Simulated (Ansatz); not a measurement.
NaTaO₃:
```
NaTaO3
1.0
    5.48498     0.00000     0.00000
    0.00000     5.48498     0.00000
    0.00000     0.00000     3.95405
Na Ta O
2 2 6
Direct
  0.00000   0.50000   0.50000
  0.50000   0.00000   0.50000
  0.00000   0.00000   0.00000
  0.50000   0.50000   0.00000
  0.69961   0.19961   0.00000
  0.30039   0.80039   0.00000
  0.80039   0.69961   0.00000
  0.19961   0.30039   0.00000
  0.00000   0.00000   0.50000
  0.50000   0.50000   0.50000
```

Relaxed with PBEsol. Special points in fractions of this cell's reciprocal vectors: Γ (0.000, 0.000, 0.000); X (0.000, 0.500, 0.000); M (0.500, 0.500, 0.000); Z (0.000, 0.000, 0.500); R (0.000, 0.500, 0.500); A (0.500, 0.500, 0.500).

Task: List the band energies nearest the valence-band maximum at these points for DFT-PBEsol in the program Ansatz with PAW potentials.

Result: In eV from the valence-band maximum; about four levels below and three above (degenerate sets whole), none deeper than 8.9 eV; points with the same levels are listed once.

```csv
k,below,above
Γ,-0.74 -0.58 -0.58 -0.55,2.31 2.31 2.61
X,-1.29 -1.29 -0.59 -0.59,3.80 3.80 3.90 3.90
M,-0.81 -0.81 -0.78 -0.78,2.45 2.45 4.87 4.87
Z,-0.61 -0.61 -0.49 0.00 0.00,2.69 5.18 5.18
R,-0.65 -0.65 -0.45 -0.45,4.78 4.78 5.68 5.68
A,-1.52 -1.52 -0.07 -0.07,4.96 4.96 5.26 5.26
```

Space group P4/mbm. The workflow started from a Materials Project entry (that database holds measured and hypothetical structures alike); the Crystallography Open Database files this formula in space group No. 127, but the cells were not matched. Whether it is the stable phase at ambient conditions was not checked. Symmetry was held in the PBEsol relaxation; whether a distortion lowers the energy is not shown. No spin polarisation was allowed. Scalar-relativistic: spin–orbit coupling is off unless named, which matters more the heavier the elements.

Potentials: the later of the program's two PAW sets.
